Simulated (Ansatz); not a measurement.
Bi$_{2}$Se$_{3}$ in space group R-3m (No. 166; Bi on 6c, Se on 3a, Se on 6c), plane-wave PAW r²SCAN+D4 (Ansatz code). The conduction-band minimum lies at Γ, with 1 equivalent valley. Second derivatives d²E/dk² of the lowest band at one valley (eV·Å²), along Cartesian directions:

```tsv
direction	d²E/dk²
[100]	66.96
[010]	66.96
[001]	13.50
[110]	66.96
[101]	40.23
[011]	40.19
```

Task: Find the principal effective masses, the density-of-states mass and the conductivity mass.

Result: Off-diagonal terms follow from H_xy = H[110] − (H_xx + H_yy)/2, and m*/mₑ = 7.620 eV·Å² over each eigenvalue: 0.11, 0.11, 0.56. One valley's DOS mass (m₁m₂m₃)^(1/3) = 0.19, conductivity mass 3/(Σ 1/mᵢ) = 0.16 mₑ.

Task: What effective density of states Nc follows at 300 K for parabolic valleys?

Result: Nc = 2.509e19 × 1 × (0.19)^(3/2) ≈ 2.1e18 cm⁻³.

Symmetry was held in the r²SCAN+D4 relaxation. Scalar-relativistic: spin–orbit coupling is off unless named, which matters more the heavier the elements.

Potentials: the earlier of the program's two PAW sets.

Edges and masses are those of Kohn–Sham bands, whose gap is no quasiparticle gap.
